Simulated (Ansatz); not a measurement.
Relaxed-ion elastic tensor of VS (NiAs type, P6_3/mmc) in GPa (Voigt order), PBEsol (plane waves, PAW; program Ansatz); density 5.40 g/cm³, 12.76 Å³ per atom.

|  | 1 | 2 | 3 | 4 | 5 | 6 |
|---|---|---|---|---|---|---|
| 1 | 296 | 95.4 | 125 | 0.0 | 0.0 | 0.0 |
| 2 | 95.4 | 296 | 125 | 0.0 | 0.0 | 0.0 |
| 3 | 125 | 125 | 404 | 0.0 | 0.0 | 0.0 |
| 4 | 0.0 | 0.0 | 0.0 | 196 | 0.0 | 0.0 |
| 5 | 0.0 | 0.0 | 0.0 | 0.0 | 196 | 0.0 |
| 6 | 0.0 | 0.0 | 0.0 | 0.0 | 0.0 | 100 |

Task: Is the crystal mechanically stable?

Result: Yes: the smallest eigenvalue of C is 100 GPa.

Task: Work out the Voigt, Reuss and Hill averages.

Result: K_V = 188, K_R = 182, K_H = 185; G_V = 142, G_R = 128, G_H = 135 GPa.

Task: Give Young's modulus, Poisson's ratio, Pugh's ratio and the universal anisotropy index.

Result: E = 9KG/(3K + G) = 326 GPa; ν = 0.21; K/G = 1.37 (brittle by the Pugh limit of 1.75); A_U = 5G_V/G_R + K_V/K_R − 6 = 0.57.

Task: Estimate the sound speeds and the Debye temperature.

Result: v_l = √((K + 4G/3)/ρ) = 8220 m/s, v_t = √(G/ρ) = 5000 m/s, mean 5530 m/s; Θ = (h/k)(3n/4πV)^(1/3) v_m = 704 K.

Task: How much does each axis shrink under pressure?

Result: Linear compressibilities β_i = Σ_j S_ij (j = 1 to 3): x 2.2, y 2.2, z 1.1 per TPa.

The workflow started from a Materials Project entry (that database holds measured and hypothetical structures alike); the Crystallography Open Database files this formula in space group No. 194, but the cells were not matched. Whether it is the stable phase at ambient conditions was not checked. The PBEsol relaxation kept the symmetry of its start; its stability against distortions is not shown here. The run is not spin-polarised. As this level gives no gap, shear constants depend on the k-mesh and smearing (Fermi–Dirac, 0.1 eV here). On the denser mesh and wider smearing of the elastic run this cell carries a stress of 0.4 GPa.

Potentials: the later of the program's two PAW sets.
